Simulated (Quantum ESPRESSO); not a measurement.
GeB$_{3}$P$_{3}$C (made-up cell) (calculated)

Computed with Quantum ESPRESSO 7.5. Calculation on a made-up crystal cell, not a measurement: periodic Kohn-Sham density functional theory in plane waves with PseudoDojo standard norm-conserving scalar-relativistic pseudopotentials, each functional with its own files (v0.5 for PBE, v0.4.1 for LDA and PBEsol), no spin polarisation, no spin-orbit coupling, atoms not relaxed, stress positive in tension, energies less a fixed whole-eV offset for each atom's element; levels are Kohn-Sham levels at fractions of this cell's reciprocal vectors, counted from the reference band (half the neutral cell's valence electrons, rounded up) at Gamma; error bars cover cutoff and k-mesh only, not smearing or the files; each bar is the largest change over components, and at least 0.002 eV, 0.002 eV per angstrom or 0.02 GPa; added strain carries the atoms with the cell, and shear is the tensor component; energies are for the whole cell, and the offsets were chosen from early runs and are not element reference energies.

Settings shared by all entries: lattice type zincblende/diamond; functional pbe; cutoff 1116 eV; fermi dirac smearing 0.025 eV; scf tolerance 1e-07 eV; electrons removed 0; added strain kind uniform; k mesh 4 x 4 x 4, shifted by half a step.

(1) GeB$_{3}$P$_{3}$C (made-up cell)

Unstrained structure:
```
cell vectors (Å)
   4.5926     0.0467    -0.0207
   0.0467     4.5470    -0.0201
  -0.0207    -0.0201     4.5912
atoms (fractions of the cell vectors)
B  -0.00420 -0.01173 -0.00617
B  -0.00994  0.49712  0.48551
B   0.48731  0.01406  0.49742
Ge  0.50323  0.50178 -0.00131
P   0.24578  0.25026  0.25852
P   0.25172  0.74594  0.75340
P   0.74907  0.25132  0.75820
C   0.74901  0.75114  0.25024
```

* added strain: -0.0137
* structure shown: before the added strain of -0.0137
* free energy less offsets: 1.575 eV
* scf iterations: 11
* smearing term minus ts: 0 eV
* pressure: 24.31 GPa
* stress xx: -24.27 GPa
* stress yy: -25.08 GPa
* stress zz: -23.58 GPa
* stress yz: 1.887 GPa
* stress xz: 3.056 GPa
* stress xy: 16.97 GPa
* reference band: 21
* error bar energy: 0.004865 eV
* error bar stress: 0.0249 GPa
* error bar force: 0.003626 eV/Å
* error bar next band up: 0.002 eV
* error bars from: tighter rerun of a related cell

Atoms:
```
atoms element  atom site  atom energy offset (eV)
            B          1                      -79
            B          2                      -79
            B          3                      -79
           Ge          4                    -2430
            P          5                     -189
            P          6                     -189
            P          7                     -189
            C          8                     -163
```

Forces:
```
site  x (eV/Å)  y (eV/Å)  z (eV/Å)
   1    -1.231   -0.8415     2.525
   2    -1.623     2.376   -0.1728
   3     2.526    -2.664   -0.1426
   4     3.067     3.694     7.878
   5     -4.26    -3.671     1.915
   6    -6.006     5.589    -6.752
   7     5.822    -6.053    -6.865
   8     1.706     1.572     1.615
```

Levels:
```
level k point  next band up (eV)
        Gamma             0.5182
(1/2,1/2,1/2)              2.148
   (0.15,0,0)             0.6886
   (0,0.15,0)             0.6867
   (0,0,0.15)             0.7625
```

(2) GeB$_{3}$P$_{3}$C (made-up cell)

Structure as in entry 1.

- added strain: -0.0116
- structure shown: before the added strain of -0.0116
- free energy less offsets: 1.49 eV
- scf iterations: 11
- smearing term minus ts: 0 eV
- pressure: 22.83 GPa
- stress xx: -22.78 GPa
- stress yy: -23.6 GPa
- stress zz: -22.1 GPa
- stress yz: 1.831 GPa
- stress xz: 3.006 GPa
- stress xy: 16.63 GPa
- reference band: 21
- error bar energy: 0.004865 eV
- error bar stress: 0.0249 GPa
- error bar force: 0.003626 eV/Å
- error bar next band up: 0.002 eV
- error bars from: tighter rerun of a related cell

Atoms:
```
atoms element  atom site  atom energy offset (eV)
            B          1                      -79
            B          2                      -79
            B          3                      -79
           Ge          4                    -2430
            P          5                     -189
            P          6                     -189
            P          7                     -189
            C          8                     -163
```

Forces:
```
site  x (eV/Å)  y (eV/Å)  z (eV/Å)
   1    -1.213   -0.8321     2.494
   2    -1.598     2.347   -0.1752
   3     2.493    -2.629   -0.1422
   4     3.037     3.653     7.784
   5    -4.203    -3.624     1.894
   6    -5.934     5.523    -6.661
   7     5.738    -5.976    -6.779
   8      1.68     1.538     1.586
```

Levels:
```
level k point  next band up (eV)
        Gamma             0.5202
(1/2,1/2,1/2)              2.118
   (0.15,0,0)             0.6916
   (0,0.15,0)             0.6898
   (0,0,0.15)             0.7651
```

(3) GeB$_{3}$P$_{3}$C (made-up cell)

Structure as in entry 1.

- added strain: -0.0004
- structure shown: before the added strain of -0.0004
- free energy less offsets: 1.11 eV
- scf iterations: 11
- smearing term minus ts: 0 eV
- pressure: 15.48 GPa
- stress xx: -15.37 GPa
- stress yy: -16.28 GPa
- stress zz: -14.79 GPa
- stress yz: 1.546 GPa
- stress xz: 2.798 GPa
- stress xy: 14.88 GPa
- reference band: 21
- error bar energy: 0.004865 eV
- error bar stress: 0.0249 GPa
- error bar force: 0.003626 eV/Å
- error bar next band up: 0.002 eV
- error bars from: tighter rerun of a related cell

Atoms:
```
atoms element  atom site  atom energy offset (eV)
            B          1                      -79
            B          2                      -79
            B          3                      -79
           Ge          4                    -2430
            P          5                     -189
            P          6                     -189
            P          7                     -189
            C          8                     -163
```

Forces:
```
site  x (eV/Å)  y (eV/Å)  z (eV/Å)
   1    -1.134   -0.7764     2.326
   2    -1.475     2.201   -0.1859
   3      2.33    -2.445   -0.1463
   4     2.872     3.454      7.29
   5    -3.905     -3.38     1.784
   6    -5.551     5.164     -6.18
   7     5.312     -5.58    -6.325
   8     1.551     1.362     1.436
```

Levels:
```
level k point  next band up (eV)
        Gamma              0.532
(1/2,1/2,1/2)              1.958
   (0.15,0,0)             0.7097
   (0,0.15,0)             0.7067
   (0,0,0.15)             0.7801
```

(4) GeB$_{3}$P$_{3}$C (made-up cell)

Structure as in entry 1.

* added strain: 0.0029
* structure shown: before the added strain of 0.0029
* free energy less offsets: 1.024 eV
* scf iterations: 11
* smearing term minus ts: 0 eV
* pressure: 13.5 GPa
* stress xx: -13.38 GPa
* stress yy: -14.3 GPa
* stress zz: -12.83 GPa
* stress yz: 1.468 GPa
* stress xz: 2.739 GPa
* stress xy: 14.41 GPa
* reference band: 21
* error bar energy: 0.004865 eV
* error bar stress: 0.0249 GPa
* error bar force: 0.003626 eV/Å
* error bar next band up: 0.002 eV
* error bars from: tighter rerun of a related cell

Atoms:
```
atoms element  atom site  atom energy offset (eV)
            B          1                      -79
            B          2                      -79
            B          3                      -79
           Ge          4                    -2430
            P          5                     -189
            P          6                     -189
            P          7                     -189
            C          8                     -163
```

Forces:
```
site  x (eV/Å)  y (eV/Å)  z (eV/Å)
   1     -1.11   -0.7604     2.281
   2    -1.439     2.162    -0.189
   3     2.284    -2.391   -0.1478
   4     2.827     3.397     7.153
   5    -3.822    -3.313     1.755
   6    -5.446     5.065    -6.048
   7     5.191    -5.471    -6.199
   8     1.515     1.313     1.395
```

Levels:
```
level k point  next band up (eV)
        Gamma             0.5358
(1/2,1/2,1/2)              1.912
   (0.15,0,0)             0.7147
   (0,0.15,0)             0.7114
   (0,0,0.15)             0.7844
```
